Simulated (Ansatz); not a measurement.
Hf$_{2}$Zn (MoSi2 or CaC2 type, I4/mmm), PBE in the plane-wave PAW code Ansatz, all energies at zero smearing, with the estimated change up to a 700 eV cutoff added, with one set of potentials and settings (totals compare only within such a set). Cell of 3 atoms (2 Hf, 1 Zn): -34762.281 eV.

| element | reference phase | E (eV/atom) |
|---|---|---|
| Hf | P6_3/mmc, 2 atoms in the cell | -15721.3637 |
| Zn | C2/m, 3 atoms in the cell | -3319.0295 |

Formation energy per atom, worked out: (-34762.281 − 2×(-15721.3637) − 1×(-3319.0295))/3 = -0.175 eV/atom (-17 kJ per mol of atoms), at 0 K, without zero-point energy or fitted corrections.

The workflow started from a Materials Project entry (that database holds measured and hypothetical structures alike); the Crystallography Open Database copy checked does not list it. Whether it is the stable phase at ambient conditions was not checked. The PBE relaxation kept the symmetry of its start; its stability against distortions is not shown here. The run is not spin-polarised. The references are the lowest solids computed at this level, not always the standard phases. Spin–orbit coupling is left out wherever it is not named.

Potentials: the later of the program's two PAW sets.
